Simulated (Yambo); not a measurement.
SiO2 (α-cristobalite, space group P4_32_12, No. 96), G0W0@PBEsol in Yambo with this input:

```
rim_cut
gw0
dyson
el_el_corr
HF_and_locXC
ppa
em1d
RandQpts= 1000000
RandGvec= 1 Ry
EXXRLvcs= 84 Ry
VXCRLvcs= 336 Ry
Chimod= "HARTREE"
% BndsRnXp
 1 | 316 |
%
NGsBlkXp= 8 Ry
% LongDrXp
 1.0 | 1.0 | 1.0 |
%
PPAPntXp= 27.2114 eV
% GbndRnge
 1 | 316 |
%
GTermKind= "BG"
DysSolver= "n"
ExtendOut
```

On a 2×2×2 mesh, with wavefunctions cut at 84 Ry, the gap (Γ → Γ) is 8.617 eV and the valence edge shifts by -1.843 eV.

Q: What happens with this change: 7 Ry block?

A: The gap falls by 0.049 eV, to 8.568 eV; the shift of the valence edge becomes -1.813 eV. Neither run is shown to be the converged limit.

Geometry of the Materials Project entry, not relaxed at this level; primitive cell a = b = 4.9756 Å, c = 6.9009 Å, α = β = γ = 90.00°.

This is not the ordinary phase of the substance.

A shift is the quasiparticle energy of the state minus its PBEsol energy.
